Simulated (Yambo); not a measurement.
Space group Pm-3m (No. 221); a = b = c = 3.8861 Å, α = β = γ = 90.00°

| atom | site | symmetry | x | y | z |
|---|---|---|---|---|---|
| Cl | 1b | m-3m | 0.5000 | 0.5000 | 0.5000 |
| Rb | 1a | m-3m | 0.0000 | 0.0000 | 0.0000 |

RbCl (CsCl type, space group Pm-3m, No. 221) under isotropic strain (on all lattice vectors), counted from the cell relaxed with PBEsol, atoms relaxed at each step. PBEsol (Quantum ESPRESSO, PseudoDojo norm-conserving, 58 Ry, without SOC); G0W0 in Yambo (4×4×4 Γ-centred k mesh, 134 bands and a 10 Ry block in the screening, 134 bands in G with the Bruneval-Gonze terminator, plasmon pole fitted at 27.2 eV).

Unstrained, the direct gap at Γ is 5.03 eV in PBEsol and 7.95 eV in G0W0.

**Question.** How fast does it move with strain?

**Answer.** Between -0.7 % and +1 % the direct gap at Γ has a volume deformation potential dE/dlnV of -4.3 eV in G0W0 and -4.4 eV in PBEsol. (G0W0: 8.043 eV at -0.7 %, 7.823 eV at +1 %; Δ ln V = 3 ln(1.01/0.993) = 0.0509.) Convergence of the GW settings isn't established. 

This is not the ordinary phase of the substance.
